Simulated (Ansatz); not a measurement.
# CsPbCl3 (cubic perovskite), energy over volume and axial ratio

CsPbCl3 (cubic perovskite)

```
CELL_PARAMETERS angstrom
      5.73565     0.00000     0.00000
      0.00000     5.73565     0.00000
      0.00000     0.00000     5.73565
ATOMIC_POSITIONS crystal
  Cs 0.00000 0.00000 0.00000
  Pb 0.50000 0.50000 0.50000
  Cl 0.00000 0.50000 0.50000
  Cl 0.50000 0.50000 0.00000
  Cl 0.50000 0.00000 0.50000
```

The relaxed cell is deformed in two ways at once: its volume V is scaled, and at that volume it is stretched along z (the c axis of the conventional cell) so that c/a changes. Fractional atomic positions are held.

The numbers are results of PBE (plane waves to 420 eV, PAW, scalar-relativistic; Ansatz, a quantum-chemistry and plane-wave program), not measurements. k mesh 6×6×6 (Γ-centred), Fermi-Dirac smearing 0.05 eV. The energy includes the smearing's −TS. Stress and pressure are positive under compression. CsPbCl3 was relaxed with its symmetry unable to fall. Spin-orbit coupling is left out, though Pb is heavy. The PAW data are Ansatz's earlier set. This is a high-temperature form of CsPbCl3. ΔE is measured from the relaxed starting cell.

ΔE (meV/atom), with V/V₀ across and (c/a)/(c/a)₀ down:

| (c/a)/(c/a)₀ \ V/V₀ | 0.920 | 0.960 | 1.000 | 1.040 | 1.080 |
|---|---|---|---|---|---|
| 0.920 | 51.8 | 32.9 | 24.9 | 25.5 | 33.1 |
| 0.960 | 26.7 | 10.9 | 5.6 | 8.7 | 18.5 |
| 1.000 | 19.3 | 4.4 | 0.0 | 3.8 | 14.2 |
| 1.040 | 25.6 | 9.9 | 4.7 | 7.9 | 17.7 |
| 1.080 | 42.8 | 24.8 | 17.5 | 18.9 | 27.1 |

P (GPa), with V/V₀ across and (c/a)/(c/a)₀ down:

```csv
(c/a)/(c/a)₀ \ V/V₀,0.920,0.960,1.000,1.040,1.080
0.920,2.67,1.38,0.36,-0.46,-1.12
0.960,2.32,1.08,0.08,-0.71,-1.34
1.000,2.21,0.98,0.00,-0.78,-1.40
1.040,2.31,1.06,0.07,-0.72,-1.35
1.080,2.57,1.30,0.28,-0.53,-1.18
```

Read from the data:

```
Item                                                                                                Value
-----------------------------------------------------  --------------------------------------------------
Shear modulus C′ = (C11 − C12)/2 (fit, atoms clamped)                                              20 GPa
Lowest place on the grid                                V/V₀ = 1.000, (c/a)/(c/a)₀ = 1.000 (0.0 meV/atom)
Highest place on the grid                              V/V₀ = 0.920, (c/a)/(c/a)₀ = 0.920 (51.8 meV/atom)
```

(Under strain, the slope of the energy per volume gives the stress and its curvature an elastic modulus.)
